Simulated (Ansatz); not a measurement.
Input and command of a plane-wave DFT calculation in Ansatz:

```yaml
crystal:
  lattice:
    - [0.0, 3.2375427553, 3.2375427553]
    - [3.2375427553, 0.0, 3.2375427553]
    - [3.2375427553, 3.2375427553, 0.0]
  atoms:
    - { symbol: Ta, position: [0.5, 0.5, 0.5] }
    - { symbol: Ta, position: [0.75, 0.75, 0.75] }
    - { symbol: Si, position: [0.0, 0.0, 0.0] }
    - { symbol: Si, position: [0.25, 0.25, 0.25] }
basis:
  ecutwfc: 420
kpoints:
  mp_grid: { grid: [6, 6, 6] }
hamiltonian:
  xc: pbe
scf:
  occupations: { method: gaussian, width: 0.1 }
  lower_state_search: "off"
output:
  forces: true
  stress: true
  eigenvalues: true
```

```bash
ansatz run input.yaml --threads 1 --pin off --max-ram 2560MiB --backend cpu --events-out ev --progress --plain --runs-dir out
```

Processor: Intel(R) Xeon(R) 6975P-C (Granite Rapids), 1 thread, on a host shared with other jobs.

Task: How long does it run, and how much memory does it take?

Result: About 0.87 s on 1 thread of Intel(R) Xeon(R) 6975P-C (Granite Rapids), with other jobs on the host, peak memory 0.35 GiB. It solves 21 bands at 16 k points (the mesh reduced by the symmetry that the task leaves, which can be less than the crystal's) with about 1363 plane waves, in 6 SCF iterations.
